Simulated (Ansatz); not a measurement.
**Ca₂AsI: all-electron results**

```
Ca As I
1.0
     2.19825    1.26916    7.45085
    -2.19825    1.26916    7.45085
     0.00000   -2.53832    7.45085
Ca As I
2 1 1
Direct
  0.23129 0.23129 0.23129
  0.76871 0.76871 0.76871
  0.50000 0.50000 0.50000
  0.00000 0.00000 0.00000
```

Atoms are numbered in the order listed.

The conventional cell has a = 4.396 Å, b = 4.396 Å, c = 22.353 Å, α = 90.00°, β = 90.00°, γ = 120.00°. Ca (atom 1) has 3 As at 2.92 Å as nearest neighbours. Around As (atom 3) lie 6 Ca at 2.92 Å. I (atom 4) is surrounded by 6 Ca at 3.41 Å.

The cell is the one relaxed in the Materials Project (mp-28554), not relaxed further here; entries there can be hypothetical.

Spin–orbit coupling is left out, though it moves levels of the heavy atoms by tenths of an eV or more.

Levels of theory: DFT, LDA, all-electron LAPW, scalar-relativistic (Ansatz 0.2.0); DFT, LDA, PAW with Ansatz's default frozen-core files, scalar-relativistic (Ansatz 0.2.0); DFT, LDA, all-electron PAW with datasets made for the crystal, scalar-relativistic (Ansatz 0.2.0).

For LAPW: a Γ-centred 8×8×8 k mesh, Fermi–Dirac smearing of 0.01 eV, basis error target 1 meV/atom, no spin polarisation. PAW takes a cutoff of 420 eV at this cell (files made with PBE, cores remade for this functional). The crystal-made all-electron datasets (AE datasets) take a cutoff of 280 eV at this cell. The Ansatz runs share mesh, smearing and spin set-up. Values come from LAPW unless marked.

No spin–orbit coupling: at heavy atoms the gradients can be off by tens of per cent for that reason.

| Quantity | Value |
| --- | --- |
| Largest force | 0.114 eV/Å on Ca1 |
| Stress xx, yy, zz (compression positive) | -3.18, -3.18, -2.83 GPa |
| Field gradients Vzz (crystal-made datasets) | Ca1 1.66 (η = 0.00), As3 2.54 (η = 0.00), I4 3.13 (η = 0.00) in 10²¹ V/m² |
| Pressure at this cell | -3.06 GPa |
| Bader charges (from the PAW run) | Ca1 +1.35, As3 -1.87, I4 -0.83 e |
| Smallest direct gap on the path | 1.75 eV |
| Volume per atom | 31.18 Å³ |

**Question.** Give the computed value. Löwdin charges (with 0.61 e of the cell spilling out of the atomic basis, so their sizes and signs hang on that basis).

**Answer.** Ca1 1.51, As3 -1.80, I4 -0.62 e.

**Question.** Band gap: what does the calculation give?

**Answer.** 1.46 eV, indirect from Γ to F (0.5, 0, 0.5).
